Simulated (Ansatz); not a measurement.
Starting structure of a cell relaxation (symmetry kept):

```xyz
10
Lattice="3.5863 0.0000 0.0000 -1.7932 3.1059 0.0000 0.0000 0.0000 11.2252" Properties=species:S:1:pos:R:3 pbc="T T T"
Y     0.0000    0.0000    0.0000
Y     0.0000    0.0000    5.6126
Mn    0.0000    2.0706    2.8063
Mn    1.7932    1.0353    8.4189
O     0.0000    0.0000    2.8063
O     0.0000    0.0000    8.4189
O     0.0000    2.0706    0.9498
O     1.7932    1.0353    6.5624
O     0.0000    2.0706    4.6629
O     1.7932    1.0353   10.2755
```

Level of theory: Ansatz, DFT r2SCAN, scalar-relativistic, plane waves, PAW.

Cutoff 500 eV; k points 12×12×4 on the computed 10-atom cell (Γ-centred); Gaussian smearing, width 0.10 eV; collinear spin from starting moments 0 0 3.56 3.56 0 0 0 0 0 0 μB.

Question: What does it relax to?

Answer: The volume stays the same within 0.01 Å³/atom to 12.50 Å³/atom, and the energy changes by under 0.1 meV/atom. The cell ends with a moment of 8.00 μB (only this magnetic start was tried). Final structure:
```yaml
crystal:
  lattice:
    - [3.58257, 0.00000, 0.00000]
    - [-1.79128, 3.10259, 0.00000]
    - [0.00000, 0.00000, 11.24532]
  atoms:
    - { symbol: Y, position: [0.00000, 0.00000, 0.00000] }
    - { symbol: Y, position: [0.00000, 0.00000, 0.50000] }
    - { symbol: Mn, position: [0.33333, 0.66667, 0.25000] }
    - { symbol: Mn, position: [0.66667, 0.33333, 0.75000] }
    - { symbol: O, position: [0.00000, 0.00000, 0.25000] }
    - { symbol: O, position: [0.00000, 0.00000, 0.75000] }
    - { symbol: O, position: [0.33333, 0.66667, 0.08465] }
    - { symbol: O, position: [0.66667, 0.33333, 0.58465] }
    - { symbol: O, position: [0.33333, 0.66667, 0.41535] }
    - { symbol: O, position: [0.66667, 0.33333, 0.91535] }
```

Course of the relaxation (steps run on the plane waves of an earlier cell, and the basis is chosen afresh near the end, so energy and pressure can step there; trial steps that raised the energy were taken back; energies are free energies):

```json
{"step": "1", "largest force component (eV/Å)": "0.040", "P (GPa)": "-0.04", "V (Å³/atom)": "12.50"}
{"step": "2", "largest force component (eV/Å)": "0.018", "P (GPa)": "0.04", "V (Å³/atom)": "12.50"}
{"step": "3", "largest force component (eV/Å)": "0.001", "P (GPa)": "-0.03", "V (Å³/atom)": "12.50"}
{"step": "4", "largest force component (eV/Å)": "0.001", "P (GPa)": "-0.02", "V (Å³/atom)": "12.50"}
```

The state reached may not be the lowest one. Moments started parallel, and an antiferromagnetic order may lie lower.